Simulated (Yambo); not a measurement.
Yambo run on MgCO3 (space group R-3c, No. 167). The wavefunctions are LDA (Quantum ESPRESSO, PseudoDojo norm-conserving, 84 Ry, scalar-relativistic) ones on a 4×4×4 mesh (32 occupied bands); a = 5.650 Å, b = 5.650 Å, c = 5.650 Å, α = 48.44°, β = 48.44°, γ = 48.44°.

Yambo input:

```
rim_cut
HF_and_locXC
RandQpts= 1000000
RandGvec= 1 Ry
EXXRLvcs= 84 Ry
VXCRLvcs= 336 Ry
% QPkrange
 1 | 1 | 32 | 33 |
 3 | 3 | 32 | 33 |
 6 | 6 | 32 | 33 |
 7 | 7 | 32 | 33 |
 8 | 8 | 32 | 33 |
 13 | 13 | 32 | 33 |
%
```

k points by index: 1 = Γ, 3 = L, 6 = (0, 0.25, -0.25), 7 = F, 8 = (0.25, 0.25, 0.25), 13 = Z.

The o-*.hf file then holds:

```
#    K-point    Band    Eo [eV]    Ehf [eV]    Vxc [eV]    Vnlxc [eV]
#
    1    32    -0.360101    -6.141139    -20.19562    -25.97666
    1    33    5.329947    10.81375    -16.62911    -11.14530
    3    32    -0.048913    -6.313039    -20.08261    -26.34674
    3    33    5.702671    11.65423    -16.24716    -10.29559
    6    32    0.000000    -6.284841    -20.13349    -26.41833
    6    33    5.674183    11.51065    -16.55949    -10.72302
    7    32    -0.042963    -6.352223    -20.07796    -26.38722
    7    33    5.701980    11.55552    -16.66412    -10.81058
    8    32    -0.530932    -6.354026    -20.04971    -25.87280
    8    33    5.024229    10.57062    -15.20189    -9.655493
    13    32    -0.926166    -6.866816    -19.77200    -25.71265
    13    33    5.070979    10.91772    -14.76748    -8.920733
```
Exchange alone, without screening.

Geometry of the Materials Project entry, not relaxed at this level.
